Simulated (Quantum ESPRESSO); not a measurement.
Ba2MoZnO6 is modelled in the cubic space group Fm-3m (No. 225), Pearson symbol cF40. Conventional cell: a = 8.2408 Å, b = 8.2408 Å, c = 8.2408 Å, α = 90.00°, β = 90.00°, γ = 90.00°. O on 24e has 1 Mo at 1.958 Å and 1 Zn at 2.162 Å and 4 Ba at 2.915 Å (octahedral). Zn on 4b is surrounded by 6 O at 2.162 Å (octahedral). Mo on 4a is surrounded by 6 O at 1.958 Å (octahedral). Ba on 8c has 12 O at 2.915 Å (cuboctahedral). (Neighbours: up to the widest gap in distance over summed covalent radii, below 1.35, at either atom; cation-cation contacts left out.)
(The calculation used a cell of 10 atoms; values per cell refer to that cell.)

The geometry is that of Materials Project entry mp-1206097, symmetrised and not relaxed again.

### Question
What does norm-conserving PBEsol (Quantum ESPRESSO, 84 Ry, without SOC) give for the electronic structure near the Fermi level?

### Answer
The PBEsol gap is indirect, 2.15 eV, from Γ to X; the smallest direct gap is 2.19 eV. Spin-orbit splittings are left out.

The structure is a Materials Project entry; no match was found in the copy of COD used, and its stability was not checked.
